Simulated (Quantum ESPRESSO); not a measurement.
ZnHfTaNb3Mg2, one composition in several site orders

Computed values, not a measurement. The program is pw.x of Quantum ESPRESSO 7.5 (plane-wave density functional theory). The cell is made up: eight metal atoms on a face-centred cubic lattice, with elements, volume, strain and displacements drawn at random and not relaxed, so it may be unstable or far from any real phase. PseudoDojo standard norm-conserving files set the functional (PBE unless stated); there is no spin polarisation or spin-orbit coupling, the Fermi-Dirac width of 0.25 eV means electrons at about 2900 K, and the masses in the input are unused placeholders. Heavy elements are run without spin-orbit coupling, which real alloys of them have. A spin test at this wide smearing found no moment, but such smearing suppresses magnetism that the real alloy may have.

The runs put one composition on the sites in different orders. Cell, positions, cutoff, mesh and smearing stay as in the input of run 1; sites are counted in its order. Stress in the tables is positive in tension.

Input of run 1:

```
&control calculation='scf', pseudo_dir='./dojo.nc.sr.pbe.v0_5.standard.upf', outdir='./o', disk_io='minimal', tprnfor=.true., tstress=.true. /
&system ibrav=0, nat=8, ntyp=5, nbnd=66, ecutwfc=84.00895049, nosym=.true., tot_charge=0,
 occupations='smearing', smearing='fd', degauss=0.0183746611
/
&electrons conv_thr=1.470e-08, electron_maxstep=70, mixing_beta=0.5 /
ATOMIC_SPECIES
Hf 1.0 Hf.upf
Mg 1.0 Mg.upf
Nb 1.0 Nb.upf
Ta 1.0 Ta.upf
Zn 1.0 Zn.upf
CELL_PARAMETERS angstrom
0.0086 4.3539 -0.0071
-4.4233 -0.0015 -4.3943
-4.3393 -0.0157 4.3103
ATOMIC_POSITIONS angstrom
Zn 0.0382 0.0265 -0.037
Hf -2.2201 -0.0052 2.148
Ta -2.2466 0.0102 -2.162
Nb -4.3073 -0.0421 -0.0704
Mg -2.1903 2.2129 0.0306
Nb -4.3484 2.178 2.0589
Nb -4.4045 2.1732 -2.1934
Mg -6.5508 2.1219 -0.0419
K_POINTS automatic
5 4 4 1 1 1
```

```
run  elements on sites 1 to 8  free energy less that of run 1 (eV)  -TS (eV)  pressure (GPa)  stress xx (GPa)  stress yy (GPa)  stress zz (GPa)  stress yz (GPa)  stress xz (GPa)  stress xy (GPa)  iterations
  1   Zn Hf Ta Nb Mg Nb Nb Mg                                0.000    -1.653           -9.31             9.98            10.50             7.45            -0.27             0.32             0.30          15
  2   Ta Hf Mg Zn Nb Mg Nb Nb                                0.021    -1.765           -8.59             8.45            10.27             7.06            -0.06             0.34             0.22          14
  3   Nb Zn Mg Nb Ta Mg Hf Nb                                0.081    -1.666           -9.66            11.42            11.53             6.04            -0.01             1.17             0.22          17
  4   Nb Mg Ta Zn Nb Hf Nb Mg                                0.129    -1.819           -8.79             7.86            10.67             7.83            -0.14             3.14             0.02          16
  5   Nb Ta Mg Nb Nb Hf Zn Mg                               -0.004    -1.726           -8.01             7.75             9.42             6.88            -0.05            -0.06            -0.13          15
  6   Mg Hf Nb Mg Nb Ta Zn Nb                               -0.008    -1.681           -9.33             8.21             9.97             9.81            -0.18             1.27             0.19          15
```

Forces Fx Fy Fz (eV/Å):

| site | run 1 | run 2 | run 3 | run 4 | run 5 | run 6 |
| --- | --- | --- | --- | --- | --- | --- |
| 1 | -0.14 -0.05 0.15 | -0.11 -0.06 1.11 | -0.28 -0.13 0.65 | -0.99 -0.13 0.84 | -0.73 -0.11 -0.06 | -0.24 -0.10 0.29 |
| 2 | 0.32 -0.01 0.05 | 0.80 0.00 0.16 | 0.27 0.01 -0.01 | 0.59 0.04 -0.08 | 0.42 -0.06 -0.40 | 0.32 0.02 0.05 |
| 3 | 0.11 -0.09 -0.12 | 0.08 -0.05 -0.01 | 0.39 -0.06 -0.21 | -0.36 -0.05 0.42 | -0.02 -0.01 -0.12 | 1.06 -0.04 -0.45 |
| 4 | -0.58 0.21 -0.01 | -0.19 0.12 -0.11 | -0.21 0.24 0.19 | -0.15 0.15 0.03 | -0.01 0.15 0.08 | -0.57 0.20 0.04 |
| 5 | 0.35 -0.25 -0.64 | 0.68 -0.19 -0.39 | 0.28 -0.16 -0.20 | 0.63 -0.17 -1.09 | 0.21 -0.11 0.25 | -0.08 -0.28 -0.62 |
| 6 | -0.58 -0.04 0.05 | -0.29 -0.03 0.31 | 0.09 -0.07 0.47 | -0.57 -0.03 0.52 | 0.42 -0.08 0.67 | -0.53 -0.08 0.36 |
| 7 | 0.72 0.01 0.41 | -0.12 -0.02 -0.45 | -0.28 -0.01 -0.25 | 0.98 0.00 -0.62 | -0.15 -0.01 -0.05 | 0.17 -0.01 -0.06 |
| 8 | -0.20 0.21 0.11 | -0.84 0.23 -0.63 | -0.25 0.17 -0.64 | -0.13 0.19 -0.03 | -0.14 0.23 -0.37 | -0.12 0.30 0.38 |

The sites are displaced and not relaxed, so the energy differences hold strain from misfit and are not ordering energies. A rerun of one cell of this series at a higher cutoff and on a denser mesh moved values by no more than 0.005 eV in energy, 0.02 GPa in stress and 0.007 eV/Å in force, and a second program with other atomic files agreed on that cell to 2 % rms in force and 0.5 GPa in pressure.